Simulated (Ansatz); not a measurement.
# YTe: a sublattice moved along a line

Theory: DFT PBEsol, scalar-relativistic, plane waves, PAW (Ansatz). The runs took a 420 eV cutoff, a Γ-centred 14×14×14 mesh and Gaussian smearing (0.15 eV). No spin polarisation. Energies are free energies at this smearing, counted from the undisturbed cell; pressure is positive in compression.

The starting cell (as given, not relaxed at this level; it stands at -0.5 GPa, and it needn't be the usual structure):

```yaml
crystal:
  lattice:
    - [0.00000, 3.04750, 3.04750]
    - [3.04750, 0.00000, 3.04750]
    - [3.04750, 3.04750, 0.00000]
  atoms:
    - { symbol: Y, position: [0.00000, 0.00000, 0.00000] }
    - { symbol: Te, position: [0.50000, 0.50000, 0.50000] }
```

Every Te atom is moved by x along the Cartesian unit vector (0.000, 0.000, 1.000); the cell and all other atoms stay fixed. The cell is metallic on the mesh throughout.

```
  x (Å)  ΔE (meV/cell)
-0.5000          952.3
-0.2500          195.7
 0.0000            0.0
 0.0625           11.5
 0.1250           46.5
 0.1875          106.9
 0.3125          317.6
 0.3750          478.9
 0.4375          687.5
```

By symmetry 0.5000 repeats -0.5000, -0.3750 repeats 0.3750, 0.2500 repeats -0.2500, -0.1250 repeats 0.1250 in energy, with the opposite slope along the path.